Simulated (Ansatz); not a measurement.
The relaxed structure here is a generated cell of CoPdO2: the first start was made by a random draw of sites in a space group, and the end was not matched to a known phase here, so it may be hypothetical.

A relaxed structure of CoPdO2. Space group P1 (No. 1). Method: PBEsol (plane waves to 420 eV, PAW, scalar-relativistic; Ansatz, an electronic-structure program).

```xyz
8
Lattice="4.9344 0.0000 0.0000 -2.4036 4.4359 0.0000 -0.2139 -2.6606 4.4538" Properties=species:S:1:pos:R:3 pbc="T T T"
Co    -1.5013     1.9037     1.4474
Co    -0.5639    -0.0880     3.0463
O      2.9279     0.9297     2.9018
O     -0.0724     2.4926     0.3766
O      0.7262    -0.8917     2.1411
O      2.5634     1.0393     0.1621
Pd     1.2871     1.7593     3.6637
Pd     0.7071     0.7871     1.0531
```

For CoPdO2, the volume per atom comes out as 12.19 Å³. The density is 6.72 g/cm³, the band gap comes out as zero (metallic) and the magnetic moment comes out as net 0.02 μB/atom, antiferromagnetic. The shortest distances is Co–O 1.77 Å; O–Pd 1.95 Å; Co–Pd 2.51 Å; O–O 2.61 Å and the k-mesh is 8×8×7.

Spin state reached: antiferromagnetic (net 0.02 μB/atom); other spin orders were not run from this start. The d or f electrons are treated with no Hubbard U. A magnetic insulating state can be missed without it.

It was reached from a disturbed copy of a R3 (No. 146) cell, against which it lies -0.31 eV/atom.
